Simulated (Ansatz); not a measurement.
Relaxed-ion elastic tensor of B (α-B12, space group No. 166) in GPa (Voigt order), plane-wave PAW r²SCAN (Ansatz code); density 2.49 g/cm³, 7.22 Å³ per atom.

```
  464    111   40.1   27.5    0.0    0.0
  111    464   40.1  -27.5    0.0    0.0
 40.1   40.1    630    0.0    0.0    0.0
 27.5  -27.5    0.0    222    0.0    0.0
  0.0    0.0    0.0    0.0    222   27.5
  0.0    0.0    0.0    0.0   27.5    177
```

Task: Is the crystal mechanically stable?

Result: Yes: the smallest eigenvalue of C is 164 GPa.

Task: Work out the Voigt, Reuss and Hill averages.

Result: K_V = 216, K_R = 214, K_H = 215; G_V = 215, G_R = 205, G_H = 210 GPa.

Task: Give Young's modulus, Poisson's ratio, Pugh's ratio and the universal anisotropy index.

Result: E = 9KG/(3K + G) = 476 GPa; ν = 0.13; K/G = 1.02 (brittle by the Pugh limit of 1.75); A_U = 5G_V/G_R + K_V/K_R − 6 = 0.24.

Task: Estimate the sound speeds and the Debye temperature.

Result: v_l = √((K + 4G/3)/ρ) = 14100 m/s, v_t = √(G/ρ) = 9200 m/s, mean 10100 m/s; Θ = (h/k)(3n/4πV)^(1/3) v_m = 1550 K.

Task: Solve the Christoffel equation for the three sound speeds along x, y, z.

Result: Eigenvalues of C_ijkl n_j n_l equal ρv². In km/s, slowest first: x 8.12, 9.72, 13.66; y 8.43, 9.38, 13.71; z 9.45, 9.45, 15.92.

Task: How much does each axis shrink under pressure?

Result: Linear compressibilities β_i = Σ_j S_ij (j = 1 to 3): x 1.6, y 1.6, z 1.4 per TPa.

Space group R-3m (α-B12). The cell was relaxed with r²SCAN under the symmetry of its start; phonons on a q-mesh show no instability.

Potentials: the earlier of the program's two PAW sets.
